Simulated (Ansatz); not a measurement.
The cell below belongs to a search over invented structures; it isn't taken from experiment.

Input and command of a plane-wave DFT calculation in Ansatz:

```yaml
crystal:
  lattice:
    - [5.5961061073, -3.9051978579, 0.0]
    - [5.5961061073, 3.9051978579, 0.0]
    - [-0.4891688321, 0.0, 3.653607917]
  atoms:
    - { symbol: Mg, position: [0.0, 0.0, 0.0] }
    - { symbol: Mg, position: [0.8076579544, 0.4204739811, 0.7145120864] }
    - { symbol: Mg, position: [0.5795260189, 0.1923420456, 0.2854879136] }
    - { symbol: Mg, position: [0.1923420456, 0.5795260189, 0.2854879136] }
    - { symbol: Mg, position: [0.4204739811, 0.8076579544, 0.7145120864] }
    - { symbol: Se, position: [0.2499851158, 0.2499851158, 0.769554414] }
    - { symbol: Se, position: [0.7500148842, 0.7500148842, 0.230445586] }
basis:
  ecutwfc: 420
kpoints:
  mp_grid: { grid: [4, 4, 6] }
hamiltonian:
  xc: pbe
scf:
  occupations: { method: gaussian, width: 0.1 }
  lower_state_search: "off"
output:
  forces: true
  stress: true
  eigenvalues: true
relax:
  adjacent_minimum: "off"
  f_tol: 0.04
  max_steps: 70
  cell: { stress_tol: 0.4 }
```

```bash
ansatz run input.yaml --threads 1 --pin off --max-ram 2560MiB --backend cpu --events-out ev --progress --plain --runs-dir out
```

Processor: Intel(R) Xeon(R) 6975P-C (Granite Rapids), 1 thread, on a host shared with other jobs.

Question: How long does it run, and how much memory does it take?

Answer: About 100 s, peak memory 0.56 GiB. It solves 50 bands at 34 k points (after reduction by symmetry) with about 3309 plane waves (on the last cell), in 82 SCF iterations over 10 ionic steps.
